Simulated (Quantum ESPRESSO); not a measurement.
## Al3MgN3O (input and log of a self-consistent run)

Computed values, not a measurement. The program is pw.x of Quantum ESPRESSO 7.5 (plane-wave density functional theory). The cell is made up: 8 atoms on a rocksalt lattice, with randomly drawn elements, strain and displacements, not relaxed. PseudoDojo standard norm-conserving files (v0.5 for PBE, v0.4.1 for LDA and PBEsol) set the functional; there is no spin polarisation, spin-orbit coupling or dispersion term, and the masses in the input are unused placeholders.

Input:

```
&control calculation='scf', pseudo_dir='./dojo.nc.sr.pbe.v0_5.standard.upf', outdir='./o', disk_io='low', tprnfor=.true., tstress=.true. /
&system ibrav=0, nat=8, ntyp=4, nbnd=26, ecutwfc=84.00895049, nosym=.true., tot_charge=0,
 occupations='smearing', smearing='fd', degauss=0.0018374661
/
&electrons conv_thr=7.350e-09, electron_maxstep=60, /
ATOMIC_SPECIES
Al 1.0 Al.upf
Mg 1.0 Mg.upf
N 1.0 N.upf
O 1.0 O.upf
CELL_PARAMETERS angstrom
4.1705 0.0471 -0.0338
0.0471 4.1698 -0.0649
-0.0338 -0.0649 4.1264
ATOMIC_POSITIONS angstrom
Al 0.0058 -0.0056 -0.0106
Al -0.0141 2.0268 2.0633
Al 2.1082 -0.0032 1.9888
Mg 2.1446 2.0807 -0.0731
N 2.0995 -0.0096 -0.0141
N 2.0741 2.1014 1.9921
O 4.1624 0.005 2.0164
N 4.1829 2.1506 -0.0413
K_POINTS automatic
4 4 4 1 1 1
```

The log is shortened where brackets say so; the opening notice, blank lines, dates and the lines on written files are dropped, and the path of the files is cut. It prints rydbergs, bohrs and kilobars, and counts compression as positive stress. With no partly filled state, the Fermi energy that it prints is only some level between the filled and the empty states on the mesh, and need not lie in the true gap.

```
     Program PWSCF v.7.5
     Parallel version (MPI & OpenMP), running on       4 processor cores
     Number of MPI processes:                 4
     Threads/MPI process:                     1
     [start-up lines left out]
     bravais-lattice index     =            0
     lattice parameter (alat)  =       7.8819  a.u.
     unit-cell volume          =     484.0408 (a.u.)^3
     number of atoms/cell      =            8
     number of atomic types    =            4
     number of electrons       =        40.00
     number of Kohn-Sham states=           26
     kinetic-energy cutoff     =      84.0090  Ry
     charge density cutoff     =     336.0358  Ry
     scf convergence threshold =      7.3E-09
     mixing beta               =       0.7000
     number of iterations used =            8  plain     mixing
     Exchange-correlation= PBE
                           (   1   4   3   4   0   0   0)
     [axes and pseudopotential details left out]
   Cartesian axes
     site n.     atom                  positions (alat units)
         1        Al     tau(   1) = (   0.0013906  -0.0013426  -0.0025414  )
         2        Al     tau(   2) = (  -0.0033806   0.4859379   0.4946891  )
         3        Al     tau(   3) = (   0.5054541  -0.0007672   0.4768272  )
         4        Mg     tau(   4) = (   0.5141812   0.4988608  -0.0175262  )
         5        N      tau(   5) = (   0.5033682  -0.0023017  -0.0033806  )
         6        N      tau(   6) = (   0.4972784   0.5038238   0.4776184  )
         7        O      tau(   7) = (   0.9979614   0.0011988   0.4834445  )
         8        N      tau(   8) = (   1.0028764   0.5156198  -0.0099019  )
     number of k points=    32  Fermi-Dirac smearing, width (Ry)=  0.0018
                       cart. coord. in units 2pi/alat
        k(    1) = (   0.1246414   0.1256383   0.1293451), wk =   0.0625000
        k(    2) = (   0.1266459   0.1295500   0.3821193), wk =   0.0625000
     [further k points left out]
     Dense  grid:    50289 G-vectors     FFT dimensions: (  45,  45,  45)
     Estimated max dynamical RAM per process >      79.79 MB
     Estimated total dynamical RAM >     282.33 MB
     Initial potential from superposition of free atoms
     starting charge      39.9918, renormalised to      40.0000
     Starting wfcs are   33 randomized atomic wfcs
     total cpu time spent up to now is        1.1 secs
     per-process dynamical memory:    58.2 Mb
     Self-consistent Calculation
     iteration #  1     ecut=    84.01 Ry     beta= 0.70
     Davidson diagonalization with overlap
     ethr =  1.00E-02,  avg # of iterations =  4.3
     total cpu time spent up to now is        2.4 secs
     total energy              =    -227.77657307 Ry
     estimated scf accuracy    <       1.92246739 Ry
     iteration #  2     ecut=    84.01 Ry     beta= 0.70
     Davidson diagonalization with overlap
     ethr =  4.81E-03,  avg # of iterations =  2.9
     total cpu time spent up to now is        3.6 secs
     total energy              =    -228.34525830 Ry
     estimated scf accuracy    <       1.51778718 Ry
     iteration #  3     ecut=    84.01 Ry     beta= 0.70
     Davidson diagonalization with overlap
     ethr =  3.79E-03,  avg # of iterations =  2.0
     total cpu time spent up to now is        4.6 secs
     total energy              =    -228.59912310 Ry
     estimated scf accuracy    <       0.03872540 Ry
     iteration #  4     ecut=    84.01 Ry     beta= 0.70
     Davidson diagonalization with overlap
     ethr =  9.68E-05,  avg # of iterations =  5.8
     total cpu time spent up to now is        5.9 secs
     total energy              =    -228.61403733 Ry
     estimated scf accuracy    <       0.00528683 Ry
     iteration #  5     ecut=    84.01 Ry     beta= 0.70
     Davidson diagonalization with overlap
     ethr =  1.32E-05,  avg # of iterations =  6.7
     total cpu time spent up to now is        7.4 secs
     total energy              =    -228.61496412 Ry
     estimated scf accuracy    <       0.00235462 Ry
     iteration #  6     ecut=    84.01 Ry     beta= 0.70
     Davidson diagonalization with overlap
     ethr =  5.89E-06,  avg # of iterations =  2.3
     total cpu time spent up to now is        8.3 secs
     total energy              =    -228.61470155 Ry
     estimated scf accuracy    <       0.00073325 Ry
     iteration #  7     ecut=    84.01 Ry     beta= 0.70
     Davidson diagonalization with overlap
     ethr =  1.83E-06,  avg # of iterations =  5.2
     total cpu time spent up to now is        9.6 secs
     total energy              =    -228.61487848 Ry
     estimated scf accuracy    <       0.00000415 Ry
     iteration #  8     ecut=    84.01 Ry     beta= 0.70
     Davidson diagonalization with overlap
     ethr =  1.04E-08,  avg # of iterations =  4.1
     total cpu time spent up to now is       10.9 secs
     total energy              =    -228.61487990 Ry
     estimated scf accuracy    <       0.00000824 Ry
     iteration #  9     ecut=    84.01 Ry     beta= 0.70
     Davidson diagonalization with overlap
     ethr =  1.04E-08,  avg # of iterations =  2.0
     total cpu time spent up to now is       11.9 secs
     total energy              =    -228.61487993 Ry
     estimated scf accuracy    <       0.00000154 Ry
     iteration # 10     ecut=    84.01 Ry     beta= 0.70
     Davidson diagonalization with overlap
     ethr =  3.85E-09,  avg # of iterations =  2.0
     total cpu time spent up to now is       12.8 secs
     total energy              =    -228.61488014 Ry
     estimated scf accuracy    <       0.00000007 Ry
     iteration # 11     ecut=    84.01 Ry     beta= 0.70
     Davidson diagonalization with overlap
     ethr =  1.71E-10,  avg # of iterations =  3.7
     total cpu time spent up to now is       13.9 secs
     End of self-consistent calculation
          k = 0.1246 0.1256 0.1293 (  6312 PWs)   bands (ev):
   -61.8801 -28.7311 -28.7240 -28.7024 -10.3349  -4.5456  -2.4459  -2.3705
     2.7547   2.8778   3.1132   5.8971   6.7846   6.9652   7.1932   7.4120
     8.0664   9.3772  10.2188  10.5308  13.6833  14.4383  14.6071  16.5731
    16.8655  17.1832
     [levels at the other k points left out]
     the Fermi energy is    12.0035 ev
!    total energy              =    -228.61488016 Ry
     estimated scf accuracy    <          1.3E-09 Ry
     smearing contrib. (-TS)   =       0.00000000 Ry
     internal energy E=F+TS    =    -228.61488016 Ry
     The total energy is F=E-TS. E is the sum of the following terms:
     one-electron contribution =     -89.34861666 Ry
     hartree contribution      =      67.15177632 Ry
     xc contribution           =     -49.95703806 Ry
     ewald contribution        =    -156.46100177 Ry
     convergence has been achieved in  11 iterations
     Forces acting on atoms (cartesian axes, Ry/au):
     atom    1 type  1   force =     0.00803043   -0.00580234    0.00419185
     atom    2 type  1   force =     0.01246730    0.01208381   -0.01173889
     atom    3 type  1   force =    -0.01619218   -0.00796309    0.01142963
     atom    4 type  2   force =    -0.02752506    0.00796725    0.00698134
     atom    5 type  3   force =    -0.00090081    0.02196579   -0.01222456
     atom    6 type  3   force =     0.01148405   -0.02022492    0.01030723
     atom    7 type  4   force =    -0.00590783    0.01092794    0.00752970
     atom    8 type  3   force =     0.01854411   -0.01895444   -0.01647631
     Total force =     0.065929     Total SCF correction =     0.000027
     Computing stress (Cartesian axis) and pressure
          total   stress  (Ry/bohr**3)                   (kbar)     P=      -39.38
  -0.00032676  -0.00036386   0.00027753          -48.07      -53.53       40.83
  -0.00036386  -0.00032802   0.00051035          -53.53      -48.25       75.07
   0.00027753   0.00051035  -0.00014831           40.83       75.07      -21.82
     init_run     :      0.94s CPU      0.99s WALL (       1 calls)
     electrons    :     12.77s CPU     12.87s WALL (       1 calls)
     forces       :      0.21s CPU      0.21s WALL (       1 calls)
     stress       :      0.65s CPU      0.65s WALL (       1 calls)
     [timing details left out]
     PWSCF        :     14.67s CPU     14.84s WALL
     JOB DONE.
```

In other units: free energy -3110.464 eV for the cell, pressure -3.94 GPa, largest force component 0.708 eV/Å. A rerun of the same cell at another strain at 1437 eV and a 6 x 6 x 6 mesh moved values by no more than 0.004 eV in energy, 0.02 GPa in stress and 0.011 eV/Å in force.